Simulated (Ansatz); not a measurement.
# Si2Ni, first-principles data

Si$_{2}$Ni:
```
CELL_PARAMETERS angstrom
      4.22270     0.00000     0.00000
     -2.11135     3.65697     0.00000
      0.00000     0.00000     2.46774
ATOMIC_POSITIONS crystal
  Ni 0.00000 0.00000 0.00000
  Si 0.33333 0.66667 0.50000
  Si 0.66667 0.33333 0.50000
```

Space group P6/mmm (No. 191); conventional cell a = b = 4.223 Å, c = 2.468 Å, α = β = 90.00°, γ = 120.00°.

Method: PBEsol in the plane-wave PAW code Ansatz. Structure relaxed to zero pressure with the same functional. Other levels are named where they apply.

**Cell and energy**

```json
{
 "volume_per_atom": "12.70 Å³",
 "density": "5.01 g/cm³",
 "Formation energy from the elements (no fitted shifts)": "0.18 eV/atom"
}
```

**Electronic structure**

```json
{
  "electronic_character": "metallic (no gap)",
  "Density of states at the Fermi level": "0.67 states/eV per atom (mean over ±0.08 eV)"
}
```

**Magnetism**

```json
{
 "magnetic_order": "non-magnetic (starting moments vanished)"
}
```

**Mechanics**

```json
{
  "Bulk modulus (Birch–Murnaghan fit)": "147 GPa",
  "Pressure derivative B′": "4.4",
  "Elastic constants (relaxed ions, GPa)": "C11 = 130, C12 = 220, C13 = 78.9, C33 = 317, C44 = -62.7",
  "mechanical_stability": "unstable (C has a negative eigenvalue)"
}
```

**Phonons**

```json
{
  "highest_zone_centre_frequency": "42.3 meV",
  "zone_centre_stability": "unstable, softest mode 130i cm⁻¹"
}
```

The cell is a constructed one: a structure type filled with these elements; neither database checked (COD, Materials Project) lists it. It is not the phase usual at ambient conditions (space group No. 225). Symmetry was held in the PBEsol relaxation. The workflow began spin-polarised and lost its moments. As this level gives no gap, shear constants depend on the k-mesh and smearing (Fermi–Dirac, 0.1 eV here). As this level gives no gap, phonon frequencies hold no LO–TO term and depend on the k-mesh and smearing (Fermi–Dirac, 0.1 eV here). On the denser mesh and wider smearing of the elastic run this cell carries a stress of 0.8 GPa. The references are the lowest solids computed at this level, not always the standard phases.

Potentials: the earlier of the program's two PAW sets. The files were generated under PBE; for other functionals the program regenerates the frozen cores, and for LDA and PBEsol the local potential too.
